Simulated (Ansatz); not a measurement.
BAs:
```xyz
2
Lattice="0.0000 2.3839 2.3839 2.3839 0.0000 2.3839 2.3839 2.3839 0.0000" Properties=species:S:1:pos:R:3 pbc="T T T"
B      3.5758     3.5758     3.5758
As     0.0000     0.0000     0.0000
```

Relaxed with PBEsol. Special points in fractions of this cell's reciprocal vectors: Γ (0.000, 0.000, 0.000); X (0.500, 0.000, 0.500); U (0.625, 0.250, 0.625); K (0.375, 0.375, 0.750); L (0.500, 0.500, 0.500); W (0.500, 0.250, 0.750).

Q: List the band energies nearest the valence-band maximum at these points for PBEsol with spin–orbit coupling (plane waves, PAW; program Ansatz).

A: In eV from the valence-band maximum; about four levels below and three above (degenerate sets whole), none deeper than 8.9 eV; points with the same levels are listed once.

```csv
k,below,above
Γ,0.00 0.00 0.00 0.00,3.04 3.04 3.26 3.26 3.26 3.26
X,-4.26 -4.26 -4.12 -4.12,1.25 1.25 1.28 1.28
U,-6.16 -6.06 -3.59 -3.59,1.87 1.89 5.41
L,-1.98 -1.98 -1.83 -1.83,2.62 2.62 4.64 4.64
W,-5.72 -5.58 -5.34 -5.32,5.12 5.12 5.87 5.87
```

Space group F-43m (zinc blende). The cell was relaxed with PBEsol under the symmetry of its start.

Potentials: the earlier of the program's two PAW sets. The files were generated under PBE; for other functionals the program regenerates the frozen cores, and for LDA and PBEsol the local potential too.
